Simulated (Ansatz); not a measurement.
**Structure optimisation: lanthanum, bcc**

Theory: DFT, r2SCAN, plane waves (500 eV) with PAW, scalar-relativistic (Ansatz). (PAW data from PBE, frozen cores regenerated.)

k-point mesh 11×11×11, Fermi-Dirac smearing 0.05 eV, starting moments 1.00 μB. Cell and atoms relax.

Starting structure:

```yaml
crystal:
  lattice:
    - [-2.1069968026, 2.1069968026, 2.1069968026]
    - [2.1069968026, -2.1069968026, 2.1069968026]
    - [2.1069968026, 2.1069968026, -2.1069968026]
  atoms:
    - { symbol: La, position: [0.0, 0.0, 0.0], spin: 1.0 }
hamiltonian:
  xc: r2scan
  pseudopotentials:
    kind: paw
    azcp:
      La: "pseudopotentials/La.paw.azcp"
basis:
  ecutwfc: 500
  fft_grid_basis: typed
kpoints:
  mp_grid: { grid: [11, 11, 11], shift: [0, 0, 0] }
magnetization:
  spin_polarized: true
scf:
  occupations: { method: fermi_dirac, width: 0.05 }
relax:
  max_steps: 60
  f_tol: 0.01
  cell: {}
```

**Question.** What cell does the relaxation end in?

**Answer.** Im-3m (spin ignored) with a = 4.247 Å; 38.31 Å³ per atom against 37.42 at the start (2.4 %).

**Question.** How much energy does the relaxation gain?

**Answer.** 1.7 meV per atom.

**Question.** Which magnetic state does it end in?

**Answer.** ferromagnetic, net 0.60 μB per atom; moments 0.36 μB.
